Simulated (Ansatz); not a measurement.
Problem. Mg (hcp (Mg type), space group No. 194) is relaxed with PBE (plane waves, PAW; program Ansatz). What lattice parameters of the conventional cell result?

Solution. a = 3.210 Å, c = 5.140 Å.

Space group P6_3/mmc (hcp (Mg type)). The cell was relaxed with PBE under the symmetry of its start. Axis ratios of metals converge slowly with the k-mesh, so a and c are less sure than the volume.

Potentials: the earlier of the program's two PAW sets.
